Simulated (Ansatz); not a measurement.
Trial structure of Be2N, not yet relaxed:

Space group R-3m:H (No. 166). a = 2.513 Å, b = 2.513 Å, c = 11.130 Å, α = 90.00°, β = 90.00°, γ = 120.00°
```
atom  site  symmetry       x       y       z
  Be    6c        3m  0.6667  0.3333  0.0930
   N    3a       -3m  0.0000  0.0000  0.0000
```

Method: DFT PBE, scalar-relativistic, plane waves, PAW in Ansatz 0.2.0. Settings: cutoff 420 eV, Γ-centred mesh 12×12×12 on the computed 3-atom cell, Gaussian smearing of 0.10 eV; no spin polarisation.

Energies over the elements count from the elements' standard structures at the same level (N₂ as a molecule), with no fitted energy shifts.

Q: Estimate its pressure, forces and energy as it stands.

A: The pressure is 15.3 GPa (the mean over three directions, positive in compression), the largest force is 3.74 eV/Å, and the energy is +0.08 eV/atom against the elements. The shortest distance is 1.78 Å.

Q: How much does it gain on relaxing, and where does it end?

A: Relaxing gains about 0.48 eV/atom (the start's value is from the coarse mesh, so the gain is rough) in 18 ionic steps and ends at −0.39 eV/atom on the finer mesh. The symmetry stays R-3m (No. 166). The end has the anti-cadmium chloride type. The volume per atom grows by 22.9 %, from 6.8 to 8.3 Å³. The shortest distance goes from 1.78 Å (Be–N) to 1.73 Å (Be–N). Conventional cell: a = 2.660 Å, c = 12.207 Å. Around Be lie 3 N at 1.73 Å; around N lie 6 Be at 1.73 Å.

The last run used a 24×24×24 mesh for its 3-atom cell and Gaussian smearing of 0.10 eV. Weakly bound directions are ill-defined at this level, which has no dispersion term. An odd number of electrons in the primitive cell allows no gap without spin; a larger cell or a magnetic state could open one. The relaxation can't lower the symmetry of the start. Symmetry constrained the relaxation, so the result can be a saddle point.
